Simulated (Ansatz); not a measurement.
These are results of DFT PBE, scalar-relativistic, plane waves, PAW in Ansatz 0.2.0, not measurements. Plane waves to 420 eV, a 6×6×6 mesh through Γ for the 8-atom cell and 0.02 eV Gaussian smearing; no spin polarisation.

Formation energies are uncorrected and count from the elements' standard states at the same level.

Task: Find a candidate cubic semiconductor that holds In and 2 more elements, with a gap near 0.6 eV, a formation energy near −0.28 eV/atom and a density near 4.47 g/cm³, in a cell of 8 atoms.

Result: In3GaP4, space group P-43m (No. 215). In has 4 P at 2.57 Å; around Ga lie 4 P at 2.42 Å; around P lie 1 Ga at 2.42 Å and 3 In at 2.57 Å.

```cif
data_structure
_symmetry_space_group_name_H-M 'P-43m'
_symmetry_Int_Tables_number 215
_cell_length_a 5.8462
_cell_length_b 5.8462
_cell_length_c 5.8462
_cell_angle_alpha 90.000
_cell_angle_beta 90.000
_cell_angle_gamma 90.000
_cell_volume 199.81
loop_
_atom_site_label
_atom_site_type_symbol
_atom_site_symmetry_multiplicity
_atom_site_Wyckoff_symbol
_atom_site_fract_x
_atom_site_fract_y
_atom_site_fract_z
_atom_site_occupancy
In1 In 3 c 0.50000 0.00000 0.50000 1
Ga1 Ga 1 a 0.00000 0.00000 0.00000 1
P1 P 4 e 0.23903 0.76097 0.76097 1
```

| Item | Value |
| --- | --- |
| Volume per atom | 24.98 Å³ |
| Density | 4.47 g/cm³ |
| Energy over the elements | −0.275 eV/atom |
| Gap on the 6×6×6 mesh of the 8-atom cell | 0.62 eV |

The cell was found from a structure generator's guess, not taken from experiment. The answer needn't be unique; the calculation gave this one.

Kohn–Sham gaps at this level usually fall short of measured ones. The reference form of P is held partly by dispersion forces, which this level lacks. Symmetry constrained the relaxation, so the result can be a saddle point.
